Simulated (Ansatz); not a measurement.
VH$_{2}$:
Space group Fm-3m (No. 225); a = b = c = 4.187 Å, α = β = γ = 90.00°

| atom | site | symmetry | x | y | z |
|---|---|---|---|---|---|
| V | 4a | m-3m | 0.0000 | 0.0000 | 0.0000 |
| H | 8c | -43m | 0.2500 | 0.2500 | 0.2500 |
(The calculation used a cell of 3 atoms; values per cell refer to that cell.)

Relaxed with r²SCAN.

Q: Tabulate the valence density and the electron localisation function along the shortest V–V contact (2.96 Å), DFT-r²SCAN in the program Ansatz with PAW potentials.

A: 

| distance from V (Å) | density (e/Å³) | ELF |
|---|---|---|
| 0.30 | 11.77 | 0.75 |
| 0.44 | 7.39 | 0.75 |
| 0.59 | 3.74 | 0.66 |
| 0.74 | 1.55 | 0.42 |
| 0.89 | 0.63 | 0.18 |
| 1.04 | 0.36 | 0.12 |
| 1.18 | 0.28 | 0.17 |
| 1.33 | 0.27 | 0.26 |
| 1.48 | 0.26 | 0.30 |
| 1.63 | 0.27 | 0.26 |
| 1.78 | 0.28 | 0.17 |
| 1.92 | 0.36 | 0.12 |
| 2.07 | 0.63 | 0.18 |
| 2.22 | 1.55 | 0.42 |
| 2.37 | 3.74 | 0.66 |
| 2.52 | 7.39 | 0.75 |
| 2.66 | 11.77 | 0.75 |

The density is the valence pseudo-density with augmentation charge, so density and ELF within about 1 Å of a nucleus are not all-electron values.

The workflow started from an entry of the Crystallography Open Database (COD). Its standing as an ambient phase is unchecked. The r²SCAN relaxation kept the symmetry of its start; whether a distortion lowers the energy is not shown. The workflow began spin-polarised and lost its moments. The cell computed holds one magnetic atom, so no antiferromagnetic order was within reach.

Potentials: the later of the program's two PAW sets.
